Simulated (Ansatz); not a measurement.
The start is a generated cell, Mg3Sb2 placed in the AFLOW prototype A2B3_hR5_166_c_ac (C33, as in Bi2Te3). The structure is fully relaxed (lattice and positions, P = 0) with r2SCAN (plane waves to 500 eV, PAW, scalar-relativistic; Ansatz, an electronic-structure program). The first steps use a 13×13×13 k-mesh.

The start:
```
CELL_PARAMETERS angstrom
      2.01215     1.16172     9.34060
     -2.01215     1.16172     9.34060
      0.00000    -2.32343     9.34060
ATOMIC_POSITIONS crystal
  Sb 0.39900 0.39900 0.39900
  Sb 0.60100 0.60100 0.60100
  Mg 0.00000 0.00000 0.00000
  Mg 0.20800 0.20800 0.20800
  Mg 0.79200 0.79200 0.79200
```

Problem. What pressure does the first self-consistent step give?

Solution. +0.9 GPa (positive: the cell is compressed).

Problem. Which atoms feel the largest initial force, and how large is it?

Solution. 0.12 eV/Å, on Mg4, Mg5 (atoms numbered as listed).

Problem. By how much does the energy per atom fall from start to end?

Solution. 0.16 eV/atom.

Problem. How does the volume change?

Solution. +14.0 %, from 26.20 to 29.87 Å³/atom.

Problem. Give the final cell and atomic positions.

Solution. 
Space group R-3m, hexagonal axes (No. 166); a = 4.530 Å, b = 4.530 Å, c = 25.208 Å, α = 90.00°, β = 90.00°, γ = 120.00°

| atom | site | symmetry | x | y | z |
|---|---|---|---|---|---|
| Sb | 6c | 3m | 0.0000 | 0.0000 | 0.4024 |
| Mg | 3a | -3m | 0.0000 | 0.0000 | 0.0000 |
| Mg | 6c | 3m | 0.0000 | 0.0000 | 0.2334 |
(The calculation used a cell of 5 atoms; values per cell refer to that cell.)

The space group stays R-3m (No. 166) (the run could not lower it), with 5 atoms in the primitive cell. Final values are on a 12×12×12 k-mesh of the relaxed cell. No spin polarisation in the result.

The run could not lose the symmetry of its start, so the end can be a saddle point.

The relaxed structure here is a generated cell of Mg3Sb2: the first start was made by placing the elements on the sites of a structure type, and the end was not matched to a known phase here, so it may be hypothetical. Known forms of Mg3Sb2 include space group No. 164.
